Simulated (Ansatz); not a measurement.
Problem. FeCo (CsCl type, space group No. 221) is relaxed with DFT-PBE in the program Ansatz with PAW potentials. What lattice parameters of the conventional cell result?

Solution. a = 2.845 Å.

Space group Pm-3m (CsCl type). Symmetry was held in the PBE relaxation. The final state is ferromagnetic, chosen from 5 collinear starts compared on coarse meshes (ties went to the first, and starts can fall back to one state), not a proven ground state. Textbook magnetic order: ferromagnetic.

Potentials: the earlier of the program's two PAW sets.
